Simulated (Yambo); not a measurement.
CsCl (CsCl type, space group Pm-3m, No. 221); a = 4.0655 Å, b = 4.0655 Å, c = 4.0655 Å, α = 90.00°, β = 90.00°, γ = 90.00°. With the G0W0 scissor the direct gap on the mesh is 7.82 eV.

**Question.** Can the lowest exciton of this BSE run be trusted, and with what binding energy? (Yambo, PBEsol bands; 6×6×6 mesh, 6 valence and 10 conduction bands, static screening with 66 bands and a 4 Ry block, scissor 2.67 eV, Tamm-Dancoff.)

**Answer.** No. The lowest state covers only about 5 of the 216 k points, so the mesh doesn't resolve it: its energy and its distance from the direct gap are mesh artefacts. An extended exciton needs a far denser mesh. The scissor comes from a G0W0 run whose convergence isn't established. 

Geometry relaxed with PBEsol.
